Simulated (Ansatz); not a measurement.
Relaxed ZnS (zinc blende):

```
CELL_PARAMETERS angstrom
      0.00000     2.72172     2.72172
      2.72172     0.00000     2.72172
      2.72172     2.72172     0.00000
ATOMIC_POSITIONS crystal
  S  0.75000 0.75000 0.75000
  Zn 0.00000 0.00000 0.00000
```

In this cell atom 2 (Zn, nearest neighbour S at 2.357 Å; its periodic images, 3.8 Å or more away, move with it) is moved by s along Cartesian [111], unit vector (0.577, 0.577, 0.577); all other atoms and the cell stay fixed.

All values below come from PBE (plane waves to 420 eV, PAW, scalar-relativistic; Ansatz, a program for electronic structure). k mesh 8×8×8 (Γ-centred), Fermi-Dirac smearing 0.05 eV. The energy includes the smearing's −TS. Stress and pressure are positive under compression. ZnS was relaxed with its symmetry unable to fall. ΔE is measured from the undisplaced structure.

Question: Estimate the ΔE (meV/cell) and P (GPa) for s (Å) = -0.376, -0.282, -0.094, 0.282, 0.470.

Answer: 
```tsv
s (Å)	ΔE (meV/cell)	P (GPa)
-0.376	690	7.4
-0.282	332	3.7
-0.094	27	0.3
0.282	138	1.6
0.470	285	3.2
```

(A displaced cell: forces are minus the slopes of the energy, force constants its curvatures, and phonons follow from these.)
